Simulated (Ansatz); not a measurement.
## Is this Ni result the lowest state?

Ni is taken as a measured crystal structure (space group Fm-3m, primitive cell doubled), 2 atoms in the cell. Source: COD entry 2102299; it may be a high-temperature, high-pressure or metastable form.

These are results of Ansatz development build ahead of 0.2.0, DFT, PBE, PAW, plane waves, scalar-relativistic, not measurements.

```yaml
crystal:
  lattice:
    - [-1.77045, -3.5409, -1.77045]
    - [-1.77045, 0.0, -1.77045]
    - [1.77045, 0.0, -1.77045]
  atoms:
    - { symbol: Ni, position: [0.0, 0.0, 0.0], spin: 2.0 }
    - { symbol: Ni, position: [0.5, 0.0, 0.5], spin: -2.0 }
magnetization:
  spin_polarized: true
hamiltonian:
  xc: pbe
  pseudopotentials: { kind: paw }
basis:
  ecutwfc: 420
kpoints:
  mp_grid: { grid: [8, 13, 11] }
scf:
  occupations: { method: gaussian, width: 0.1 }
  lower_state_search: "off"
output:
  forces: true
  stress: true
  write_density: true
  write_potential: true
  elf: true
  volumetric_format: npy
```

The run was started with:
```sh
ansatz run input.yaml --threads 2 --pin off --max-ram 5120MiB --backend cpu --events-out ev --progress --plain --runs-dir out
```

Wall time and machine: 19 s on 2 threads of Arm Neoverse V1 (shared host), peak memory 0.48 GiB.

The end of the output:

```
SCF converged after 17 iterations
Magnetization: 0.0000 μB (18.0000 up, 18.0000 down)
Absolute magnetization: 0.3331 μB (∫|ρ↑−ρ↓|, with the PAW one-centre terms)
Spin contamination: 0.1166 ħ² per cell (⟨S²⟩ above its minimum at these occupations)
Per-site moments (μB) at R_I (Å): [(0.1640, 1.0328), (-0.1640, 1.0328)]
Free energy (F): -11679.330041 eV
Harris-Foulkes:  -11679.330041 eV  (|F-HF|=3.64e-12)
Internal energy: -11679.294324 eV  (E = F + TS)
E sigma→0 (E₀):  -11679.312182 eV
Entropy (-TS):   -0.035717 eV (-17.858 meV/atom)
Fermi energy:    17.538127 eV
--- Forces (eV/Å), atoms counted from 1 ---
  atom   1  Ni     0.00000000     0.00000000     0.00000000
  atom   2  Ni    -0.00000000     0.00000000    -0.00000000
--- Stress (GPa, compression-positive) ---
       -4.457035      -0.004664      -0.116716
       -0.004664      -4.770814      -0.004664
       -0.116716      -0.004664      -4.457035
  P = ⅓ Tr σ = -4.5616 GPa (-45.616 kbar)
```

The mesh has less symmetry than the lattice, which lowers the symmetry of the run.

A small moment in a metal is sensitive to the mesh and the smearing.

Site moments are taken inside atomic spheres and don't add up to the total.

Q: The run converged. Is this the lowest state of the cell, and if not, what lies lower and how is it reached?

A: No. A state 58.1 meV/atom (0.116 eV per cell) lower exists in this cell: ferromagnetic, site moments Ni1 0.67, Ni2 0.67 μB, total 1.26 μB per cell, no gap on the k-mesh. It was reached from: parallel moments, default search for lower states [Ni1 2.00, Ni2 2.00 μB]; opposed moments +-, default search for lower states [Ni1 2.00, Ni2 -2.00 μB]. The wrong state matters: the pressure is -3.7 GPa there against -4.6 GPa here. States within about 5 meV/atom are too close for this mesh, smearing and search to settle their order. This multiple of the primitive cell fits some opposed orders; other multiples fit others. Orders that need a larger cell or non-collinear spins weren't tried.
